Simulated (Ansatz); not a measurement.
An Ansatz (a first-principles code) run. Input:

Ansatz 0.2 input:
```yaml
crystal:
  lattice:
    - [3.0789583833, 0.0, 0.0]
    - [-1.5394791916, 2.6664561771, 0.0]
    - [0.0, 0.0, 20.1370433487]
  atoms:
    - { symbol: Si, position: [0.3333333333, 0.6666666667, 0.8751912261] }
    - { symbol: Si, position: [0.6666666667, 0.3333333333, 0.3751912261] }
    - { symbol: Si, position: [0.3333333333, 0.6666666667, 0.6249916712] }
    - { symbol: Si, position: [0.6666666667, 0.3333333333, 0.1249916712] }
    - { symbol: Si, position: [0.0, 0.0, 0.0000944584] }
    - { symbol: Si, position: [0.0, 0.0, 0.5000944584] }
    - { symbol: Si, position: [0.6666666667, 0.3333333333, 0.7501074382] }
    - { symbol: Si, position: [0.3333333333, 0.6666666667, 0.2501074382] }
    - { symbol: C, position: [0.3333333333, 0.6666666667, 0.3441230892] }
    - { symbol: C, position: [0.6666666667, 0.3333333333, 0.8441230892] }
    - { symbol: C, position: [0.6666666667, 0.3333333333, 0.2187211079] }
    - { symbol: C, position: [0.3333333333, 0.6666666667, 0.7187211079] }
    - { symbol: C, position: [0.0, 0.0, 0.5938560638] }
    - { symbol: C, position: [0.0, 0.0, 0.0938560638] }
    - { symbol: C, position: [0.3333333333, 0.6666666667, 0.9689249453] }
    - { symbol: C, position: [0.6666666667, 0.3333333333, 0.4689249453] }
kpoints:
  mp_grid: { grid: [6, 6, 1] }
hamiltonian:
  xc: hse06
  pseudopotentials: { kind: paw }
scf:
  n_extra_bands: 16
  occupations: { method: fixed }
output:
  eigenvalues: true
  eigenstates:
    e_range: [-9.0, 11.2]
    kpoints:
      - [0.0, 0.0, 0.0]  # VBM
      - [0.0, 0.5, 0.0]  # CBM
      - [0.0, 0.0, 0.0]  # GAMMA
      - [0.0, 0.0, 0.5]  # A
      - [0.3333333333, 0.3333333333, 0.0]  # K
      - [0.3333333333, 0.3333333333, 0.5]  # H
      - [0.5, 0.0, 0.0]  # M
      - [0.5, 0.0, 0.5]  # L
```

Output (shortened):

```
Pseudopotential: Si, paw, valence charge 4
Pseudopotential: C, paw, valence charge 4
Functional definition: HSE06
davidson cushion auto → on  (no smearing: the cushion is to keep the highest requested band from converging to the state above it …
Crystal: 16 atoms, lattice volume = 165.323 Å³
Basis set: ecut = 420 eV, 3211 PW (Γ)
Bands: 48, of which v1, the nominal top of the filled ones, is band 32 counted from 1 (31 counted from 0)
Symmetry: 12 space group operations
Space group: P63mc (ITA 186), of the structure as read, at distance tolerance 5.5e-5 Å
k-points: 7 of 36
SCF iter   1: F=—  HF=-7097.185215 eV  |F-HF|=—  |Δ(HF+E_count)|=         —  Δρ=2.10e-3  dr2=6.97e-3  ethr=1.77e-3  ⟨swp⟩=9.9  Hψ=1879  notcnv=0
preconditioner: auto → none
SCF iter   2: F=—  HF=-7097.185384 eV  |F-HF|=—  |Δ(HF+E_count)|=   1.69e-4  Δρ=8.51e-4  dr2=1.46e-3  ethr=1.09e-5  ⟨swp⟩=5.3  Hψ=1143  notcnv=0
SCF iter   3: F=—  HF=-7097.185622 eV  |F-HF|=—  |Δ(HF+E_count)|=   2.37e-4  Δρ=4.76e-4  dr2=1.13e-3  ethr=2.28e-6  ⟨swp⟩=5.1  Hψ=1007  notcnv=0
iter 4 solved again at ethr=8.48e-8 eV; its pass at ethr=1.76e-6 eV (dr2=5.43e-5 eV) is discarded
SCF iter   4: F=-7097.185595 eV  HF=-7097.185529 eV  |F-HF|=6.62e-5  |Δ(HF+E_count)|=   9.24e-5  Δρ=2.65e-4  dr2=5.48e-5  ethr=8.48e-8  ⟨swp⟩=3.7  Hψ=1666  notcnv=0
SCF 1 stopped early in 4 iterations: F = -7097.185595 eV  dr2 = 5.48e-5
Crystal: 16 atoms, lattice volume = 165.323 Å³
Exchange kernel: α = 0.2500, screened, ω = 0.2079 Å⁻¹, Wigner–Seitz truncation, v(0) = 1043.0842 eV·Å³, q-mesh 6×6×1, nearest image of the exchange supercell L …
Frozen-core exchange: fock
SCF iter   1: F=—  HF=-7102.302551 eV  |F-HF|=—  |Δ(HF+E_count)|=         —  Δρ=5.60e-3  dr2=3.05e-2  ethr=8.56e-7  ⟨swp⟩=8.6  Hψ=2046  notcnv=0
preconditioner: auto → none
SCF iter   2: F=—  HF=-7102.290793 eV  |F-HF|=—  |Δ(HF+E_count)|=   1.18e-2  Δρ=2.57e-3  dr2=6.97e-3  ethr=8.56e-7  ⟨swp⟩=4.3  Hψ=1211  notcnv=0
SCF iter   3: F=—  HF=-7102.307619 eV  |F-HF|=—  |Δ(HF+E_count)|=   1.68e-2  Δρ=6.80e-4  dr2=9.22e-4  ethr=8.56e-7  ⟨swp⟩=5.1  Hψ=1266  notcnv=0
SCF iter   4: F=—  HF=-7102.307454 eV  |F-HF|=—  |Δ(HF+E_count)|=   1.65e-4  Δρ=2.92e-4  dr2=5.43e-4  ethr=8.56e-7  ⟨swp⟩=4.4  Hψ=1135  notcnv=0
SCF iter   5: F=—  HF=-7102.307346 eV  |F-HF|=—  |Δ(HF+E_count)|=   1.08e-4  Δρ=9.83e-5  dr2=8.87e-5  ethr=7.44e-7  ⟨swp⟩=4.4  Hψ=943  notcnv=0
SCF iter   6: F=—  HF=-7102.307568 eV  |F-HF|=—  |Δ(HF+E_count)|=   2.22e-4  Δρ=1.08e-4  dr2=2.15e-5  ethr=1.01e-7  ⟨swp⟩=5.0  Hψ=1125  notcnv=0
SCF iter   7: F=-7102.307561 eV  HF=-7102.307562 eV  |F-HF|=9.92e-7  |Δ(HF+E_count)|=   5.80e-6  Δρ=3.74e-5  dr2=3.10e-6  ethr=3.17e-8  ⟨swp⟩=3.3  Hψ=811  notcnv=0
SCF 2 stopped early in 7 iterations: F = -7102.307561 eV  dr2 = 3.10e-6
hybrid outer 1: dexx = +2.145e-2 eV, tail = 2.29e-5 eV
Crystal: 16 atoms, lattice volume = 165.323 Å³
Exchange kernel: α = 0.2500, screened, ω = 0.2079 Å⁻¹, Wigner–Seitz truncation, v(0) = 1043.0842 eV·Å³, q-mesh 6×6×1, nearest image of the exchange supercell L …
Frozen-core exchange: fock
SCF iter   1: F=—  HF=-7102.307394 eV  |F-HF|=—  |Δ(HF+E_count)|=         —  Δρ=2.00e-5  dr2=1.42e-6  ethr=1.79e-7  ⟨swp⟩=4.3  Hψ=863  notcnv=0
preconditioner: auto → none
iter 2 solved again at ethr=4.24e-11 eV; its pass at ethr=1.71e-9 eV (dr2=2.72e-8 eV) is discarded
SCF iter   2: F=-7102.307394 eV  HF=-7102.307394 eV  |F-HF|=1.09e-8  |Δ(HF+E_count)|=   1.15e-7  Δρ=7.48e-6  dr2=5.04e-8  ethr=4.24e-11  ⟨swp⟩=3.1  Hψ=1846  notcnv=0
SCF 3 converged in 2 iterations: F = -7102.307394 eV  dr2 = 5.04e-8
hybrid outer 2: dexx = +2.304e-7 eV, tail = 1.10e-7 eV, Δε = 1.11e-3 eV (about 9.04e-5 eV left of the loop's levels)
NSCF: frozen V_eff on 8 k-points
hybrid SCF converged: 2 outer / 9 inner (+4 warm-up), last move |dexx| = 2.30e-7 eV, tail = 1.10e-7 eV
Stability not checked (fock_operator)
Free energy (F): -7102.307394 eV
Frozen-core exchange: fock
Harris-Foulkes:  -7102.307394 eV  (|F-HF|=1.09e-8)
Internal energy: -7102.307394 eV  (E = F + TS)
E sigma→0 (E₀):  -7102.307394 eV
Fermi energy:    8.929923 eV
--- Per-component energies (eV) ---
  E_band       = 153.954042
  E_kinetic    = 1086.332398
  E_local      = -827.528613  (includes V_loc(G=0)·N_el)
  E_nonlocal   = 404.559259
  E_hartree    = 257.942785
  E_xc         = -685.942992
  E_vxc        = -707.035011  (∫ρ·V_xc dr)
  E_exx        = -121.662547  (= α·E_x^exact, valence–valence)
  E_paw        = -4936.981749  (= ΣΔE_a)
  E_vpaw       = -74.935618  (= ΣTr[D̂ρ^β])
  E_aug_tail   = 0.000103  (compensation charges beyond the density's cutoff)
  E_ewald      = -2278.415362
  E_core_change = -0.610677  (= ΣΔE_core)
  E_smearing   =  0.000000  (= −TS)
  E_closure    = 0.000000  (closes the sum)
  Σ components = -7102.307394   (vs F -7102.307394, Δ=0.00e0)
  [band-id]    e_kinetic+e_local+e_nonlocal+2·e_hartree+e_vxc+2·e_exx+e_vpaw+e_augmentation_tail = 153.952995   (vs E_band 153.954042, Δ=-1.05e-3)
--- Band table (eV; the first three rows and the last of 7) ---
  k-point 0: bands = ["-8.1010", "-7.7880", "-7.7511", "-6.8102", "-6.7928", "-5.3502", "-5.3196", "-4.2495", "-0.4645", "1.1506", "1.1911", "4.1785", "4.2035", "7.2747", "7.3062", "7.6911", "7.6911", "7.7931", "7.7931", "7.8914", "7.8914", "8.2010", …
  k-point 1: bands = ["-7.5794", "-7.2711", "-7.2329", "-6.3073", "-6.2885", "-4.8782", "-4.8473", "-3.8203", "0.0148", "1.5233", "1.5639", "4.1883", "4.2259", "5.3746", "5.6317", "5.7158", "6.0307", "6.1028", "6.7926", "6.8740", "6.8845", "7.0621", "7.1080", …
  k-point 2: bands = ["-6.0828", "-5.7982", "-5.7528", "-4.9071", "-4.8807", "-3.6473", "-3.6176", "-2.8187", "0.9174", "1.1659", "1.3884", "1.7585", "1.9018", "2.6738", "3.0053", "3.0794", "3.9531", "3.9650", "4.1128", "5.6977", "5.8069", "6.0177", "6.0387", …
  k-point 6: bands = ["-3.2013", "-3.2013", "-3.0835", "-3.0827", "-3.0608", "-3.0608", "-3.0132", "-3.0132", "0.7646", "0.7646", "0.9336", "0.9348", "0.9348", "1.0380", "1.5548", "1.5548", "2.2215", "2.7104", "2.9097", "2.9097", "3.4987", "3.5859", "3.5859", …
```

Cost: roughly 7 core-minutes on shared cores.

The points marked VBM and CBM come from a semilocal run.

Space group P6_3mc. The workflow started from a Materials Project entry (that database holds measured and hypothetical structures alike). Its sites differ from those of the usual phase in this space group: another stacking or structure type. The r²SCAN relaxation kept the symmetry of its start; its stability against distortions is not shown here.

Potentials: the later of the program's two PAW sets.

Ansatz is a plane-wave DFT program.
